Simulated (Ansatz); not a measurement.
Total density of states per atom from plane-wave PAW PBEsol (Ansatz code), in 0.25 eV bins, energy from the Fermi level:

| E (eV) | states/eV/atom |
|---|---|
| -7.85 | 0.19 |
| -7.60 | 0.11 |
| -7.35 | 0.09 |
| -7.10 | 0.08 |
| -6.85 | 0.11 |
| -6.60 | 0.22 |
| -6.35 | 0.23 |
| -6.10 | 0.22 |
| -5.85 | 0.18 |
| -5.60 | 0.17 |
| -5.35 | 0.18 |
| -5.10 | 0.19 |
| -4.85 | 0.20 |
| -4.60 | 0.22 |
| -4.35 | 0.27 |
| -4.10 | 0.31 |
| -3.85 | 0.27 |
| -3.60 | 0.34 |
| -3.35 | 0.37 |
| -3.10 | 0.36 |
| -2.85 | 0.42 |
| -2.60 | 0.46 |
| -2.35 | 0.51 |
| -2.10 | 0.61 |
| -1.85 | 0.90 |
| -1.60 | 0.54 |
| -1.35 | 0.42 |
| -1.10 | 0.37 |
| -0.85 | 0.32 |
| -0.60 | 0.27 |
| -0.35 | 0.29 |
| -0.10 | 0.31 |
| 0.15 | 0.31 |
| 0.40 | 0.27 |
| 0.65 | 0.23 |
| 0.90 | 0.19 |
| 1.15 | 0.14 |
| 1.40 | 0.08 |
| 1.65 | 0.07 |
| 1.90 | 0.13 |
| 2.15 | 0.19 |
| 2.40 | 0.25 |
| 2.65 | 0.32 |
| 2.90 | 0.43 |
| 3.15 | 0.56 |
| 3.40 | 0.54 |
| 3.65 | 0.56 |
| 3.90 | 0.65 |
| 4.15 | 0.64 |
| 4.40 | 0.70 |
| 4.65 | 0.80 |

Task: Which compound is it?
A) ScB2, P6/mmm (Sc on 1a, B on 2d)
B) CrB2, Cmmm (Cr on 2a, B on 4j)
C) B, Cmce (B on 8f)
D) Li2Pd, P6/mmm (Pd on 1a, Li on 2d)

Result: A, ScB2, P6/mmm (Sc on 1a, B on 2d). Within 0.5 eV of the Fermi level: Sc 3d 66 %, B 2p 30 %. Projections are on Löwdin-orthogonalised atomic valence shells; empty p or d shells of many metals are not among them.

The first step of the workflow began from a Materials Project structure, measured or hypothetical; the Crystallography Open Database files this formula in space group No. 191, but the cells were not matched. Its standing as an ambient phase is unchecked. The cell was relaxed with PBEsol under the symmetry of its start; phonons on a q-mesh show no instability. No spin polarisation was allowed.

Potentials: the later of the program's two PAW sets.
